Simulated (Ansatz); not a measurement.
# FeNi$_{3}$: frozen-core PAW against all-electron methods

```yaml
crystal:
  lattice:
    - [3.54500, 0.00000, 0.00000]
    - [0.00000, 3.54500, 0.00000]
    - [0.00000, 0.00000, 3.54500]
  atoms:
    - { symbol: Fe, position: [0.00000, 0.00000, 0.00000] }
    - { symbol: Ni, position: [0.00000, 0.50000, 0.50000] }
    - { symbol: Ni, position: [0.50000, 0.00000, 0.50000] }
    - { symbol: Ni, position: [0.50000, 0.50000, 0.00000] }
```

Atom numbers follow the list: Fe1, Ni2, Ni3, Ni4.

The cell is COD entry 9013941, as deposited and not checked against the literature; nothing was relaxed.

The magnetic state is the one reached from the start moments; no search over orders was made, so it needn't be the ground state.

All numbers are computed: DFT, PBE, PAW with Ansatz's default frozen-core files, scalar-relativistic (Ansatz 0.2.0); DFT, PBE, all-electron PAW with datasets made for the crystal, scalar-relativistic (Ansatz 0.2.0); DFT, PBE, all-electron LAPW, scalar-relativistic (Ansatz 0.2.0).

For PAW: a Γ-centred 10×10×10 k mesh, Fermi–Dirac smearing of 0.08 eV, cutoff 420 eV, spin-polarised from start moments Fe1 3, Ni2 1.5, Ni3 1.5, Ni4 1.5 μB. The crystal-made all-electron datasets (AE datasets) take a cutoff of 320 eV at this cell. LAPW targets a basis error of 1 meV/atom. The Ansatz runs share mesh, smearing and spin set-up. Plane-wave (PAW) pressures include the program's estimate of the Pulay term.

Stress and pressure are positive in compression.

```json
{"method": "PAW", "moment of the cell (μB)": "4.81", "site moments (μB)": "Fe1 2.91, Ni2 0.69", "symmetry operations kept": "48", "pressure (GPa)": "-0.12"}
{"method": "AE datasets", "moment of the cell (μB)": "4.81", "site moments (μB)": "Fe1 2.91, Ni2 0.69", "symmetry operations kept": "48", "pressure (GPa)": "-0.16"}
{"method": "LAPW", "moment of the cell (μB)": "4.81", "site moments (μB)": "Fe1 2.94, Ni2 0.66", "symmetry operations kept": "48", "pressure (GPa)": "-0.16"}
```

Question: Can the differences be read as the error of the PAW files?

Answer: Yes, as far as these numbers show: moments and symmetry agree, so the runs reached one state, and PAW's pressure is off by +0.04 GPa.
